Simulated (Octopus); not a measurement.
# BP (F-43m, No. 216): conduction levels under hydrostatic strain

BP (F-43m, No. 216), cubic lattice constant 4.532 Å. The cell is a database entry, not relaxed again.

Computed with Octopus (real-space grid): LDA, grid spacing about 0.17 Å, Γ-centred 8×8×8 k-mesh, Fermi-Dirac smearing of 0.01 eV, no spin polarisation, PseudoDojo 0.4 LDA potentials. The cell is scaled uniformly. Energies of the lowest empty band count from each cell's highest valence level among the special points, at Γ; they are Kohn-Sham values at fixed points of the zone, Δ being held at 0.85 of Γ–X, not searched. At Γ the level is degenerate.

| a (Å) | ln(V/V₀) | Γ (eV) | Δ (eV) | L (eV) |
|---|---|---|---|---|
| 4.328 | -0.1381 | 3.657 | 1.019 | 4.665 |
| 4.374 | -0.1069 | 3.588 | 1.062 | 4.462 |
| 4.419 | -0.0760 | 3.526 | 1.103 | 4.265 |
| 4.464 | -0.0453 | ? | ? | ? |
| 4.509 | -0.0150 | 3.418 | 1.182 | 3.889 |
| 4.532 | 0.0000 | 3.394 | 1.201 | 3.798 |
| 4.577 | 0.0299 | 3.349 | 1.237 | 3.620 |

V₀ is the volume of the database cell.

**Question.** Fit each column by a quadratic in ln V through the rows shown. Give the volume deformation potentials dE/d ln V at the withheld row, and predict that row.

**Answer.** Fits: Γ: 3.394 −1.56 x +2.4 x²; Δ: 1.201 +1.25 x −0.5 x²; L: 3.798 −6.01 x +1.9 x², with x = ln(V/V₀). At x = -0.0453 the slopes are −1.8 eV (Γ), +1.3 eV (Δ), −6.2 eV (L). Predicted against computed: 3.470 against 3.470 eV, 1.143 against 1.143 eV, 4.074 against 4.074 eV.

The lowest of these levels is that at Δ in all rows.
